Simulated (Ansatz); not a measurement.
## Phases of Hg at 130 GPa

Structure types of Hg are relaxed in primitive cells with their symmetry kept at 130 GPa, first on PAW files, then by LAPW. The enthalpy is E + pV at zero temperature, without zero-point motion. Only the types listed were tried, and differences under about 5 meV/atom are mesh noise. Not among the end structures: fcc, which may lie lower.

Computed with Ansatz 0.2.0; functional LDA, scalar-relativistic. Settings: Fermi–Dirac smearing of 0.08 eV, no spin polarisation. Methods: LAPW: all electrons, basis error target 0.5 meV/atom; PAW: frozen-core files, cutoff 420 eV.

k meshes: bcc 18×18×18, hcp 16×16×9, omega 9×9×12, beta tin 17×17×17, diamond 13×13×13.

Spin–orbit coupling is left out, which matters for the heavy atoms. The PAW files were made under PBE.

```json
{"start type": "bcc", "ends as": "bcc, Im-3m", "a, b, c (Å)": "3.005, 3.005, 3.005", "V (Å³/atom)": "13.57", "H − H(lowest), LAPW (meV/atom)": "143.8"}
{"start type": "hcp", "ends as": "hcp, P6_3/mmc", "a, b, c (Å)": "2.659, 2.659, 4.399", "V (Å³/atom)": "13.47", "H − H(lowest), LAPW (meV/atom)": "0.0"}
{"start type": "omega", "ends as": "omega, P6/mmm", "a, b, c (Å)": "4.329, 4.329, 2.529", "V (Å³/atom)": "13.68", "H − H(lowest), LAPW (meV/atom)": "251.7"}
{"start type": "beta tin", "ends as": "beta tin, I4_1/amd", "a, b, c (Å)": "4.787, 4.787, 2.484", "V (Å³/atom)": "14.23", "H − H(lowest), LAPW (meV/atom)": "?"}
{"start type": "diamond", "ends as": "diamond, Fd-3m", "a, b, c (Å)": "5.194, 5.194, 5.194", "V (Å³/atom)": "17.51", "H − H(lowest), LAPW (meV/atom)": "?"}
```

**Question.** Give the missing entry: row "diamond", column "H − H(lowest), LAPW (meV/atom)".

**Answer.** 4730.9.

**Question.** Fill in "H − H(lowest), LAPW (meV/atom)" for the row "beta tin".

**Answer.** 797.8.

**Question.** Split the lead of hcp over bcc into energy and pV.

**Answer.** For bcc less hcp: ΔE = +64.9 meV/atom, and p·ΔV = 130 GPa × +0.0972 Å³ × 6.242 meV/(GPa·Å³) = +78.9 meV/atom, together 143.8 meV/atom. hcp wins on both counts.
